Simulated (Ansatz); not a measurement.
BiBrO:
Space group P4/nmm, origin choice 1 (No. 129); a = b = 3.919 Å, c = 8.276 Å, α = β = γ = 90.00°

```json
[
 {"atom": "Bi", "site": "2c", "symmetry": "4mm", "x": "0.5000", "y": "0.0000", "z": "0.1506"},
 {"atom": "Br", "site": "2c", "symmetry": "4mm", "x": "0.0000", "y": "0.5000", "z": "0.3393"},
 {"atom": "O", "site": "2a", "symmetry": "-4m2", "x": "0.0000", "y": "0.0000", "z": "0.0000"}
]
```

Relaxed with r²SCAN+D4.

### Question
Tabulate the valence density and the electron localisation function along the shortest Bi–O contact (2.32 Å), plane-wave PAW r²SCAN+D4 (Ansatz code).

### Answer


| distance from Bi (Å) | density (e/Å³) | ELF |
|---|---|---|
| 0.23 | 7.31 | 0.12 |
| 0.35 | 6.41 | 0.10 |
| 0.46 | 5.34 | 0.17 |
| 0.58 | 4.09 | 0.28 |
| 0.70 | 2.75 | 0.37 |
| 0.81 | 1.57 | 0.40 |
| 0.93 | 0.86 | 0.34 |
| 1.04 | 0.58 | 0.24 |
| 1.16 | 0.47 | 0.21 |
| 1.28 | 0.47 | 0.29 |
| 1.39 | 0.59 | 0.50 |
| 1.51 | 0.84 | 0.72 |
| 1.63 | 1.32 | 0.82 |
| 1.74 | 2.20 | 0.83 |
| 1.86 | 3.58 | 0.80 |
| 1.97 | 5.19 | 0.69 |
| 2.09 | 6.54 | 0.50 |

The density is the valence pseudo-density with augmentation charge, so density and ELF within about 1 Å of a nucleus are not all-electron values.

The workflow started from a Materials Project entry (that database holds measured and hypothetical structures alike); the Crystallography Open Database files this formula in space group No. 129, but the cells were not matched. Its standing as an ambient phase is unchecked. Symmetry was held in the r²SCAN+D4 relaxation; its stability against distortions is not shown here. Scalar-relativistic: spin–orbit coupling is off unless named, which matters more the heavier the elements.

Potentials: the later of the program's two PAW sets.
